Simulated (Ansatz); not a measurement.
HfC:
Space group F-43m (No. 216); a = b = c = 4.996 Å, α = β = γ = 90.00°

```json
[
 {"atom": "Hf", "site": "4a", "symmetry": "-43m", "x": "0.0000", "y": "0.0000", "z": "0.0000"},
 {"atom": "C", "site": "4d", "symmetry": "-43m", "x": "0.7500", "y": "0.7500", "z": "0.7500"}
]
```
(The calculation used a cell of 2 atoms; values per cell refer to that cell.)

Relaxed with PBEsol. PBEsol in the plane-wave PAW code Ansatz gives a gap of 0.19 eV.

Problem. What gap does HSE06 give on the same cell (Ansatz, PAW)?

Solution. 0.92 eV, 0.74 eV more. The hybrid was solved on a coarser mesh and at special points; the gap given is the minimum over both.

```
k  v1 PBEsol  c1 PBEsol  v1 HSE06  c1 HSE06
-  ---------  ---------  --------  --------
Γ      -2.38       3.36       ___       ___
X      -0.06       0.40       ___       ___
L      -1.77       3.95       ___       ___
W       0.00       0.19      0.00      0.92
K      -0.60       0.58       ___       ___
```

Problem. Top valence (v1) and lowest conduction level (c1) in eV from each method's valence maximum (which need not be a listed point): supply the withheld HSE06 values.

Solution. 
- L, v1 HSE06: -1.86
- L, c1 HSE06: 5.09
- K, v1 HSE06: -0.61
- K, c1 HSE06: 1.35
- X, v1 HSE06: -0.05
- X, c1 HSE06: 1.13
- Γ, v1 HSE06: -2.58
- Γ, c1 HSE06: 4.27

Cost on shared cores: the PBEsol run (SCF on a 10×10×10 mesh, then bands and DOS) around 13 core-seconds (rough), the HSE06 run (SCF on 7×7×7, then a few points) very roughly 110 core-seconds; the tasks are unlike.

The start of the workflow was typed in or built on a structure type; neither database checked (COD, Materials Project) lists it. It is not the phase usual at ambient conditions (space group No. 225). The PBEsol relaxation kept the symmetry of its start; whether a distortion lowers the energy is not shown. No spin polarisation was allowed. Scalar-relativistic: spin–orbit coupling is off unless named, which matters more the heavier the elements.

Potentials: the later of the program's two PAW sets.
